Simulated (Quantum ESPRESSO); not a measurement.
Au6RuZr, one run as intended and one with a planted mistake

A calculation, not a measurement. The program is pw.x of Quantum ESPRESSO 7.5 (plane-wave density functional theory). The cell is made up: eight metal atoms on a face-centred cubic lattice, with elements, volume, strain and displacements drawn at random and not relaxed, so it may be unstable or far from any real phase. PseudoDojo standard norm-conserving files set the functional (PBE unless stated); there is no spin polarisation or spin-orbit coupling, the Fermi-Dirac width of 0.25 eV means electrons at about 2900 K, and the masses in the input are unused placeholders. Heavy elements are run without spin-orbit coupling, which real alloys of them have. A spin test at this wide smearing found no moment, but such smearing suppresses magnetism that the real alloy may have.

Intended input:

```
&control calculation='scf', pseudo_dir='./dojo.nc.sr.pbe.v0_5.standard.upf', outdir='./o', disk_io='minimal', tprnfor=.true., tstress=.true. /
&system ibrav=0, nat=8, ntyp=3, nbnd=83, ecutwfc=87.97787729, nosym=.true., tot_charge=0,
 occupations='smearing', smearing='fd', degauss=0.0183746611
/
&electrons conv_thr=1.470e-08, electron_maxstep=70, mixing_beta=0.5 /
ATOMIC_SPECIES
Au 1.0 Au.upf
Ru 1.0 Ru.upf
Zr 1.0 Zr.upf
CELL_PARAMETERS angstrom
2.121 4.1524 2.0545
2.1146 -4.1986 2.1533
4.1175 0.0526 -4.0896
ATOMIC_POSITIONS angstrom
Au 0.0342 0.026 -0.0151
Au 1.9691 -0.0451 -2.1637
Au 2.1021 -2.1918 0.0618
Ru 4.0653 -2.1118 -2.0133
Au 2.1508 2.022 -0.0332
Zr 4.0354 2.1606 -1.9574
Au 2.0294 -0.0014 2.0929
Au 4.2696 0.0999 -0.0365
K_POINTS automatic
5 5 4 1 1 1
```

The log is shortened where brackets say so; the opening notice, blank lines, dates and the lines on written files are dropped, and the path of the files is cut. It prints rydbergs, bohrs and kilobars, and counts compression as positive stress. Its total energy is the free energy E - TS of the whole cell.

Log of the intended run:

```
     Program PWSCF v.7.5
     Parallel version (MPI & OpenMP), running on       4 processor cores
     Number of MPI processes:                 4
     Threads/MPI process:                     1
     [start-up lines left out]
     bravais-lattice index     =            0
     lattice parameter (alat)  =       9.6287  a.u.
     unit-cell volume          =     976.1482 (a.u.)^3
     number of atoms/cell      =            8
     number of atomic types    =            3
     number of electrons       =       142.00
     number of Kohn-Sham states=           83
     kinetic-energy cutoff     =      87.9779  Ry
     charge density cutoff     =     351.9115  Ry
     scf convergence threshold =      1.5E-08
     mixing beta               =       0.5000
     number of iterations used =            8  plain     mixing
     Exchange-correlation= PBE
                           (   1   4   3   4   0   0   0)
     [axes and pseudopotential details left out]
   Cartesian axes
     site n.     atom                  positions (alat units)
         1        Au     tau(   1) = (   0.0067121   0.0051027  -0.0029635  )
         2        Au     tau(   2) = (   0.3864545  -0.0088513  -0.4246466  )
         3        Au     tau(   3) = (   0.4125570  -0.4301615   0.0121288  )
         4        Ru     tau(   4) = (   0.7978536  -0.4144607  -0.3951292  )
         5        Au     tau(   5) = (   0.4221149   0.3968366  -0.0065158  )
         6        Zr     tau(   6) = (   0.7919855   0.4240382  -0.3841583  )
         7        Au     tau(   7) = (   0.3982890  -0.0002748   0.4107514  )
         8        Au     tau(   8) = (   0.8379494   0.0196063  -0.0071635  )
     number of k points=    50  Fermi-Dirac smearing, width (Ry)=  0.0184
                       cart. coord. in units 2pi/alat
        k(    1) = (   0.1976340   0.0003602   0.0432475), wk =   0.0400000
        k(    2) = (   0.3523366  -0.0016010  -0.1124986), wk =   0.0400000
     [further k points left out]
     Dense  grid:   108775 G-vectors     FFT dimensions: (  60,  60,  72)
     Estimated max dynamical RAM per process >     428.30 MB
     Estimated total dynamical RAM >       1.60 GB
     Initial potential from superposition of free atoms
     starting charge     141.9962, renormalised to     142.0000
     Starting wfcs are   80 randomized atomic wfcs +    3 random wfcs
     total cpu time spent up to now is       10.3 secs
     per-process dynamical memory:   341.6 Mb
     Self-consistent Calculation
     iteration #  1     ecut=    87.98 Ry     beta= 0.50
     Davidson diagonalization with overlap
     ethr =  1.00E-02,  avg # of iterations =  3.0
     total cpu time spent up to now is       38.8 secs
     total energy              =   -2080.99478192 Ry
     estimated scf accuracy    <       1.78737373 Ry
     iteration #  2     ecut=    87.98 Ry     beta= 0.50
     Davidson diagonalization with overlap
     ethr =  1.26E-03,  avg # of iterations =  3.0
     total cpu time spent up to now is       68.2 secs
     total energy              =   -2080.63909758 Ry
     estimated scf accuracy    <       9.17669427 Ry
     [iterations 3 to 11 left out]
     iteration # 12     ecut=    87.98 Ry     beta= 0.50
     Davidson diagonalization with overlap
     ethr =  2.10E-10,  avg # of iterations =  2.0
     total cpu time spent up to now is      327.1 secs
     total energy              =   -2081.85520011 Ry
     estimated scf accuracy    <       0.00000002 Ry
     iteration # 13     ecut=    87.98 Ry     beta= 0.50
     Davidson diagonalization with overlap
     ethr =  1.09E-11,  avg # of iterations =  2.1
     total cpu time spent up to now is      354.8 secs
     End of self-consistent calculation
     [lines on levels left out]
!    total energy              =   -2081.85520011 Ry
     estimated scf accuracy    <       0.00000001 Ry
     smearing contrib. (-TS)   =      -0.08329640 Ry
     internal energy E=F+TS    =   -2081.77190371 Ry
     The total energy is F=E-TS. E is the sum of the following terms:
     one-electron contribution =    -630.61723082 Ry
     hartree contribution      =     390.76945439 Ry
     xc contribution           =    -366.69213412 Ry
     ewald contribution        =   -1475.23199317 Ry
     convergence has been achieved in  13 iterations
     Forces acting on atoms (cartesian axes, Ry/au):
     atom    1 type  1   force =    -0.01742125   -0.01245033    0.00873650
     atom    2 type  1   force =     0.03132057    0.02133243    0.03220604
     atom    3 type  1   force =    -0.00552927    0.02756663    0.01037534
     atom    4 type  2   force =     0.01839771    0.02918068   -0.00347232
     atom    5 type  1   force =    -0.03787533    0.00965693    0.02221315
     atom    6 type  3   force =     0.03797731   -0.02253847   -0.06544454
     atom    7 type  1   force =     0.02007078   -0.01706030   -0.01491868
     atom    8 type  1   force =    -0.04694050   -0.03568756    0.01030451
     Total force =     0.133650     Total SCF correction =     0.000348
     Computing stress (Cartesian axis) and pressure
          total   stress  (Ry/bohr**3)                   (kbar)     P=        4.62
   0.00001585  -0.00000081  -0.00029761            2.33       -0.12      -43.78
  -0.00000081  -0.00003167   0.00008810           -0.12       -4.66       12.96
  -0.00029761   0.00008810   0.00011000          -43.78       12.96       16.18
     init_run     :      9.66s CPU     10.18s WALL (       1 calls)
     electrons    :    334.43s CPU    344.54s WALL (       1 calls)
     forces       :      3.64s CPU      3.70s WALL (       1 calls)
     stress       :     13.09s CPU     13.46s WALL (       1 calls)
     [timing details left out]
     PWSCF        :   6m 0.93s CPU   6m12.11s WALL
     JOB DONE.
```

A second run has one planted mistake: the cell and the positions are scaled by a wrong factor. The input lines that differ:

```
- 2.121 4.1524 2.0545
- 2.1146 -4.1986 2.1533
- 4.1175 0.0526 -4.0896
+ 2.0939 4.0992 2.0282
+ 2.0875 -4.1449 2.1257
+ 4.0648 0.0519 -4.0373
- Au 0.0342 0.026 -0.0151
- Au 1.9691 -0.0451 -2.1637
- Au 2.1021 -2.1918 0.0618
- Ru 4.0653 -2.1118 -2.0133
- Au 2.1508 2.022 -0.0332
- Zr 4.0354 2.1606 -1.9574
- Au 2.0294 -0.0014 2.0929
- Au 4.2696 0.0999 -0.0365
+ Au 0.0338 0.0257 -0.0149
+ Au 1.9439 -0.0445 -2.136
+ Au 2.0752 -2.1637 0.061
+ Ru 4.0133 -2.0848 -1.9875
+ Au 2.1233 1.9961 -0.0328
+ Zr 3.9837 2.1329 -1.9323
+ Au 2.0034 -0.0014 2.0661
+ Au 4.2149 0.0986 -0.036
```

Its log:

```
     Program PWSCF v.7.5
     Parallel version (MPI & OpenMP), running on       4 processor cores
     Number of MPI processes:                 4
     Threads/MPI process:                     1
     [start-up lines left out]
     bravais-lattice index     =            0
     lattice parameter (alat)  =       9.5054  a.u.
     unit-cell volume          =     939.1441 (a.u.)^3
     number of atoms/cell      =            8
     number of atomic types    =            3
     number of electrons       =       142.00
     number of Kohn-Sham states=           83
     kinetic-energy cutoff     =      87.9779  Ry
     charge density cutoff     =     351.9115  Ry
     scf convergence threshold =      1.5E-08
     mixing beta               =       0.5000
     number of iterations used =            8  plain     mixing
     Exchange-correlation= PBE
                           (   1   4   3   4   0   0   0)
     [axes and pseudopotential details left out]
   Cartesian axes
     site n.     atom                  positions (alat units)
         1        Au     tau(   1) = (   0.0067196   0.0051093  -0.0029622  )
         2        Au     tau(   2) = (   0.3864570  -0.0088468  -0.4246474  )
         3        Au     tau(   3) = (   0.4125601  -0.4301543   0.0121271  )
         4        Ru     tau(   4) = (   0.7978640  -0.4144686  -0.3951249  )
         5        Au     tau(   5) = (   0.4221226   0.3968346  -0.0065208  )
         6        Zr     tau(   6) = (   0.7919794   0.4240312  -0.3841509  )
         7        Au     tau(   7) = (   0.3982859  -0.0002783   0.4107510  )
         8        Au     tau(   8) = (   0.8379431   0.0196022  -0.0071570  )
     number of k points=    50  Fermi-Dirac smearing, width (Ry)=  0.0184
                       cart. coord. in units 2pi/alat
        k(    1) = (   0.1976332   0.0003580   0.0432470), wk =   0.0400000
        k(    2) = (   0.3523331  -0.0016040  -0.1124986), wk =   0.0400000
     [further k points left out]
     Dense  grid:   104729 G-vectors     FFT dimensions: (  60,  60,  72)
     Estimated max dynamical RAM per process >     413.15 MB
     Estimated total dynamical RAM >       1.54 GB
     Initial potential from superposition of free atoms
     starting charge     141.9962, renormalised to     142.0000
     Starting wfcs are   80 randomized atomic wfcs +    3 random wfcs
     total cpu time spent up to now is       10.0 secs
     per-process dynamical memory:   329.8 Mb
     Self-consistent Calculation
     iteration #  1     ecut=    87.98 Ry     beta= 0.50
     Davidson diagonalization with overlap
     ethr =  1.00E-02,  avg # of iterations =  3.0
     total cpu time spent up to now is       37.6 secs
     total energy              =   -2080.89742400 Ry
     estimated scf accuracy    <       1.94379193 Ry
     iteration #  2     ecut=    87.98 Ry     beta= 0.50
     Davidson diagonalization with overlap
     ethr =  1.37E-03,  avg # of iterations =  3.1
     total cpu time spent up to now is       67.1 secs
     total energy              =   -2080.58423631 Ry
     estimated scf accuracy    <       9.38023431 Ry
     [iterations 3 to 11 left out]
     iteration # 12     ecut=    87.98 Ry     beta= 0.50
     Davidson diagonalization with overlap
     ethr =  3.08E-10,  avg # of iterations =  2.0
     total cpu time spent up to now is      330.2 secs
     total energy              =   -2081.84635541 Ry
     estimated scf accuracy    <       0.00000004 Ry
     iteration # 13     ecut=    87.98 Ry     beta= 0.50
     Davidson diagonalization with overlap
     ethr =  2.81E-11,  avg # of iterations =  2.0
     total cpu time spent up to now is      355.2 secs
     End of self-consistent calculation
     [lines on levels left out]
!    total energy              =   -2081.84635542 Ry
     estimated scf accuracy    <          5.9E-09 Ry
     smearing contrib. (-TS)   =      -0.08044998 Ry
     internal energy E=F+TS    =   -2081.76590544 Ry
     The total energy is F=E-TS. E is the sum of the following terms:
     one-electron contribution =    -600.98425629 Ry
     hartree contribution      =     380.51779976 Ry
     xc contribution           =    -366.94182418 Ry
     ewald contribution        =   -1494.35762473 Ry
     convergence has been achieved in  13 iterations
     Forces acting on atoms (cartesian axes, Ry/au):
     atom    1 type  1   force =    -0.01926395   -0.01559074    0.00890982
     atom    2 type  1   force =     0.03664312    0.02490876    0.03975343
     atom    3 type  1   force =    -0.00677396    0.03431855    0.01227131
     atom    4 type  2   force =     0.02366223    0.03520943   -0.00335157
     atom    5 type  1   force =    -0.04609610    0.01231808    0.02654045
     atom    6 type  3   force =     0.04345081   -0.02611754   -0.07775028
     atom    7 type  1   force =     0.02637338   -0.02114008   -0.01939682
     atom    8 type  1   force =    -0.05799552   -0.04390645    0.01302366
     Total force =     0.161239     Total SCF correction =     0.000320
     Computing stress (Cartesian axis) and pressure
          total   stress  (Ry/bohr**3)                   (kbar)     P=       67.94
   0.00043684  -0.00000026  -0.00034394           64.26       -0.04      -50.59
  -0.00000026   0.00040292   0.00010831           -0.04       59.27       15.93
  -0.00034394   0.00010831   0.00054587          -50.59       15.93       80.30
     init_run     :      9.36s CPU      9.73s WALL (       1 calls)
     electrons    :    335.24s CPU    345.21s WALL (       1 calls)
     forces       :      3.59s CPU      3.67s WALL (       1 calls)
     stress       :     12.97s CPU     13.29s WALL (       1 calls)
     [timing details left out]
     PWSCF        :   6m 1.48s CPU   6m12.31s WALL
     JOB DONE.
```

```
                                            intended run  run with the mistake
                          free energy (eV)    -28325.083            -28324.963
         entropy term -TS, part of it (eV)        -1.133                -1.095
                            pressure (GPa)          0.46                  6.79
size of the largest force component (eV/Å)         1.683                 1.999
largest change of a force component (eV/Å)                               0.316
                                iterations            13                    13
```

For scale, a rerun of the intended cell at a higher cutoff and on a denser mesh moved values by no more than 0.005 eV in energy, 0.04 GPa in stress and 0.004 eV/Å in force, and a second program with other atomic files agreed on that cell to 2 % rms in force and 0.5 GPa in pressure.